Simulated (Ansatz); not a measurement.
## Co (hcp)

Level of theory: DFT, r²SCAN, scalar-relativistic, collinear spin; plane waves to 500 eV with PAW datasets (Ansatz 0.2.0), 20×20×10 k-mesh, Gaussian smearing of 0.05 eV. The datasets are Ansatz's generated set soft_2.

```
Co
1.0
     2.47268    0.00000    0.00000
    -1.23634    2.14141    0.00000
     0.00000    0.00000    4.01445
Co
2
Direct
  0.33333 0.66667 0.75000
  0.66667 0.33333 0.25000
```

Magnetic state: ferromagnetic, site spin moments Co 1.89 μB.

Cell and atoms are those of this level's equilibrium.

Path: Γ–M–K–Γ–A–L–H–A | L–M | H–K, with Γ = (0.000, 0.000, 0.000), M = (0.500, 0.000, 0.000), K = (0.333, 0.333, 0.000), A = (0.000, 0.000, 0.500), L = (0.500, 0.000, 0.500), H = (0.333, 0.333, 0.500) in reciprocal vectors of the calculation's cell.

Is it a metal or an insulator, and if it has a gap, where are the band edges on this path?

A metal: bands cross the Fermi level.

Bands as a text map, energy in eV from the Fermi level (dashes), each leg drawn with the same width, + spin up, o spin down, # both:
```
  2.86 |        oo  +                        o              o ++           
  2.57 |       o                            o +            o    ooo        
  2.29 |           +   +o  +               o              o  + o           
  2.00 | o    o             o             o  +       o     o+ o            
  1.71 |  +  oooo +                      o o+       +     o#ooooooo        
  1.43 |ooooo ooo#ooooooooooooooo      oo o+ooooooooooo   + oooooooooo    o
  1.14 |     o  +  oooo          ooo oo oo            ooo  +  o       ooooo
  0.86 |     o +       o o         ooooo  +            ooo  +o ++++    o   
  0.57 | +  o           o o +    oo                         o++       o    
  0.29 |   oo           +oo    oo           ooo            o o       o     
  0.00 |oo-o---------------oooo---------oooo---oooooo#----oo--o----oo------
 -0.29 |+oo   +     oooo  ooo+         o +o o         o    oo       ooooooo
 -0.57 |ooooo oooooo    oo ooo#oo     o                o    oo oooo        
 -0.86 |oooo oo         oooooooooooooo  +o   o          oo    ooo          
 -1.14 | o  o oooooo   o #  o o#oooo oooo     o       +oo        oo        
 -1.43 | o#++++++++##oo##+++o  o  oo   +  ++++++++++++o+  ++++++++++++  ooo
 -1.71 |++   +     +++++ + o++++####o#+ ++ ++  o    oo+ #o++  ++      ##+++
 -2.00 |  oo+          +  +o    +  +++##  +  +  oooo   #++ + + +   ooo +   
 -2.29 | +  #oo         + # +    ++     o     ##o  oooo     +        ++    
 -2.57 |  +#   oooo   +  #o+  ++++       ####o  +#++      ##o#  #oo++    ++
 -2.86 |++++o  ++++##+ +o+++++         ++    +    o +++    +#o##+++o###++  
 -3.14 |+++++++++    ooo## ++++++++   + +     +  o     +     + o  +   ooooo
 -3.43 |++++#########oo+  #+ +++++++++++       +o  o   +++    ++###       o
 -3.71 | ++o +o++##+#++#++  +    +++++         o+++++++  +        +++++++++
 -4.00 |   ++  oo o#+      #          +       o     #+ ++    ooo#oo        
 -4.29 |  o     oo   +++  +            ++   oo++++ +  +    oo  +    +++++++
 -4.57 | o  +  o      ++++  o            +##++    +       #####oooo++++++++
 -4.86 |o    +o     ++ +o++  ooo         o       + + o         +     +++   
        Γ      M      K      Γ      A      L      H      AL       MH      K
```

The run wasn't fully tested for a lower electronic state. Site moments are of spin, integrated over atomic spheres. The relaxed cell is 4 % smaller in volume than the cell of this structure in the Crystallography Open Database (11.07 Å³/atom, 1963).
